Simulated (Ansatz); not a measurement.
Q: Each is relaxed and computed with the program Ansatz at the PBE level (PAW). Which is the only metal?
A. BN, rock salt
B. TiO2, CdI2 type
C. TiB2, P4/mmm (B on 2f, Ti on 1b)
D. BAs, P6_422 (B on 3c, As on 3d)

A: C, TiB2, P4/mmm (B on 2f, Ti on 1b). TiB2: metal; BN: gap 1.13 eV (indirect); BAs: gap 0.48 eV (indirect); TiO2: gap 2.65 eV (indirect). Constructed cells (a structure type filled with these elements, in neither database checked): TiB2, P4/mmm (B on 2f, Ti on 1b); BN, rock salt; TiO2, CdI2 type. Typed or built starts, not in the databases checked: BAs, P6_422 (B on 3c, As on 3d). Not the usual ambient phase: TiB2, P4/mmm (B on 2f, Ti on 1b); BN, rock salt; BAs, P6_422 (B on 3c, As on 3d); TiO2, CdI2 type. Weakly bound layers, chains or molecules computed without a dispersion correction, so cells and soft constants are ill determined: TiO2, CdI2 type. Unstable at this level: BN, rock salt. All cells were relaxed under the symmetry of their starts (and spin orders); stability against distortions was not tested throughout. Rows with no word on spin ran without spin polarisation. Scalar-relativistic: spin–orbit coupling is off unless named, which matters more the heavier the elements.

Potentials: the later of the program's two PAW sets.
